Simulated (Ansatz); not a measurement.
The cell of Rb2AlPdC6N6 is invented: cyanide-bridged rock-salt net of two metals, 2 guest cations a cell (Fm-3m, No. 225). Its size is a rough estimate.

Space group Fm-3m (No. 225). a = 10.141 Å, b = 10.141 Å, c = 10.141 Å, α = 90.00°, β = 90.00°, γ = 90.00°
```
atom  site  symmetry       x       y       z
  Rb    8c      -43m  0.2500  0.7500  0.7500
  Al    4b      m-3m  0.5000  0.0000  0.0000
  Pd    4a      m-3m  0.0000  0.0000  0.0000
   C   24e      4m.m  0.1911  0.0000  0.0000
   N   24e      4m.m  0.3065  0.0000  0.0000
```

Computed with DFT PBE, scalar-relativistic, plane waves, PAW (Ansatz). Cutoff 420 eV, Gaussian smearing, Γ-centred meshes. Cell and atoms relax first on a coarse mesh and then on a finer one. In between, the cell is made exact in the group found at 0.06 Å. In metals the finer mesh still leaves noise of several meV/atom or more. The steps can't lower the symmetry of their start. Collinear spin is switched on along the way, since trial moments persisted in a coarse test.

A guess keeps its type if space group and coordination stay and the shape of the cell changes little (axis ratios within about 15 %, angles within 6°); the volume may change.

Question: Will the relaxed cell still be of the starting type?

Answer: It keeps its type. The symmetry stays Fm-3m (No. 225). The volume per atom grows by 25.6 %, from 16.3 to 20.5 Å³. The shortest distance goes from 1.17 Å (C–N) to 1.18 Å (C–N). Counting neighbours within 15 % of an atom's shortest distance, the start has Al 6, C 1, N 1, Pd 6, Rb 24 and the end Al 6, C 1, N 1, Pd 6, Rb 24.

The last run used collinear spin, a 6×6×6 mesh for its 16-atom cell and Gaussian smearing of 0.10 eV. The magnetic state reached may not be the lowest. A structure relaxed within its symmetry needn't be a true minimum.
